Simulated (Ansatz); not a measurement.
Input and command of a calculation in Ansatz (plane waves; scalar-relativistic PAW potentials unless the input names others):

```yaml
crystal:
  lattice:
    - [3.777, 0.0, 0.0]
    - [-1.8885, 3.2709779501, 0.0]
    - [0.0, 0.0, 6.498]
  atoms:
    - { symbol: Ti, position: [0.0, 0.0, 0.0] }
    - { symbol: Te, position: [0.6666666667, 0.3333333333, 0.2634040496] }
    - { symbol: Te, position: [0.3333333333, 0.6666666667, 0.7365959504] }
basis:
  ecutwfc: 420
kpoints:
  mp_grid: { grid: [0, 12, 8] }
hamiltonian:
  xc: pbe
  dispersion: d3bj
scf:
  occupations: { method: gaussian, width: 0.1 }
  max_iter: 50
output:
  forces: true
  eigenvalues: true
  stress: true
```

```bash
ansatz run input.yaml --threads 1 --pin off --max-ram 2560MiB --backend cpu --events-out ev --progress --plain --runs-dir out
```

Problem. What is wrong with this input?

Solution. The program refuses it, because of a mesh with a zero (kpoints.mp_grid.grid: [12, 12, 8] → [0, 12, 8]). With the sound run's settings it is accepted.

Abridged log:
```
Error: invalid value for `kpoints.mp_grid.grid`: each dimension must be in 1..=255
```